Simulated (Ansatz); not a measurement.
Starting cell, GaN (wurtzite):

```xyz
4
Lattice="3.2184 0.0000 0.0000 -1.6092 2.7872 0.0000 0.0000 0.0000 5.2432" Properties=species:S:1:pos:R:3 pbc="T T T"
Ga     1.6092     0.9291     0.0051
Ga     0.0000     1.8581     2.6267
N      1.6092     0.9291     3.2730
N      0.0000     1.8581     0.6514
```

Scan: atom 3 (N, nearest neighbour Ga at 1.967 Å; its periodic images, 3.2 Å or more away, move with it) is displaced along Cartesian z, direction (0.000, 0.000, 1.000) in Cartesian axes, by s. The other atoms stay.

Computed with PBE (plane waves to 420 eV, PAW, scalar-relativistic; Ansatz, a quantum-chemistry and plane-wave program). k mesh 10×10×5 (Γ-centred), Fermi-Dirac smearing 0.05 eV. Energies are smeared free energies. GaN was relaxed with its symmetry unable to fall. ΔE is measured from the undisplaced structure.

```csv
s (Å),ΔE (meV/cell)
-0.390,807
-0.312,562
-0.234,344
-0.156,167
-0.078,46
0.000,0
0.078,55
0.156,243
0.234,withheld
0.312,1207
0.390,2119
```

Q: Fit a polynomial form (powers 2, 3, 4) to the given rows and predict ΔE at s = 0.234.

A: Least squares on the 10 given rows: ΔE = (8230)·s² + (10950)·s³ + (9096)·s⁴, in meV/cell with s in Å; root-mean-square residual 6.1 meV/cell. At 0.234 the fit gives 618 meV/cell; the calculation gives 608 meV/cell, so the interpolation is off by 10 (+1.6 %). The quadratic term alone would give 451 meV/cell.

(A displaced cell: forces are minus the slopes of the energy, force constants its curvatures, and phonons follow from these.)
